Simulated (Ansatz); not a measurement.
With r²SCAN (plane waves, PAW; program Ansatz), YB3C3 in the cubic phase (Pm-3n; Y on 2a, B on 6d, C on 6c) relaxes to a = 4.801 Å. Its formation energy from the elements is -0.12 eV/atom, with no fitted shifts.

The Kohn–Sham gap is 0.36 eV (indirect). The valence maximum lies at Γ and the conduction minimum at M (3 equivalent valleys). The screened hybrid HSE06 puts the gap at 1.03 eV. Gap from r²SCAN with spin–orbit coupling: 0.35 eV.

An equation-of-state fit gives a bulk modulus of 262 GPa. The relaxed-ion elastic constants in GPa are C11 = 488, C12 = 150, C44 = 198. The elastic constants imply a Debye temperature near 1040 K. Bader charges are Y +2.08, B +1.62, C -2.32 e.

The start of the workflow was typed in or built on a structure type; neither database checked (COD, Materials Project) lists it. Whether it is the stable phase at ambient conditions was not checked. Symmetry was held in the r²SCAN relaxation; its stability against distortions is not shown here. The run is not spin-polarised. The references are the lowest solids computed at this level, not always the standard phases. Spin–orbit coupling is left out wherever it is not named.

Potentials: the earlier of the program's two PAW sets. The files were generated under PBE; for other functionals the program regenerates the frozen cores, and for LDA and PBEsol the local potential too.
